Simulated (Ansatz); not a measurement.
Os (hcp, Mg type)

```
CELL_PARAMETERS angstrom
      2.73835     0.00000     0.00000
     -1.36917     2.37148     0.00000
      0.00000     0.00000     4.31593
ATOMIC_POSITIONS crystal
  Os 0.33333 0.66667 0.75000
  Os 0.66667 0.33333 0.25000
```

This relaxed cell (volume V₀) is scaled evenly in all directions, its shape held. Symmetry pins the atoms to their sites.

Level of theory: r2SCAN (plane waves to 500 eV, PAW, scalar-relativistic; Ansatz, a quantum-chemistry and plane-wave program). k mesh 19×19×11 (Γ-centred), Fermi-Dirac smearing 0.05 eV. Energies are smeared free energies. Stress and pressure are positive under compression. With the shape held, the modulus is that of even scaling; a crystal free to change shape is softer. Os is run without spin polarisation. Os was relaxed with its symmetry unable to fall. Spin-orbit coupling is left out, though Os is heavy. ΔE is measured from the relaxed starting cell. The last digit holds for this mesh only.

```tsv
V (Å³/atom)	ΔE (meV/atom)
12.612	229.2
12.963	122.4
13.313	51.7
13.663	12.3
14.014	0.0
14.364	withheld
14.714	42.7
15.065	91.7
15.415	155.9
```

Q: Fit a third-order Birch-Murnaghan form (E₀, V₀, B₀, B₀′ free) to the given rows and predict ΔE at V = 14.364.

A: Least squares on the 8 given rows: ΔE = E₀ + (9V₀B₀/16)·y²·[2 + (B₀′ − 4)y], y = (V₀/V)^(2/3) − 1, with V₀ = 14.014 Å³/atom, B₀ = 427.9 GPa (160.2 GPa = 1 eV/Å³; the term in eV is multiplied by 1000), B₀′ = 4.74, E₀ = 0.05 meV/atom; root-mean-square residual 0.08 meV/atom. At 14.364 the fit gives 11.2 meV/atom; the calculation gives 11.2 meV/atom, the same to the digits shown. For the pressure the fit gives -10.0 GPa against the computed -10.0 GPa.

(Under strain, the slope of the energy per volume gives the stress and its curvature an elastic modulus.)
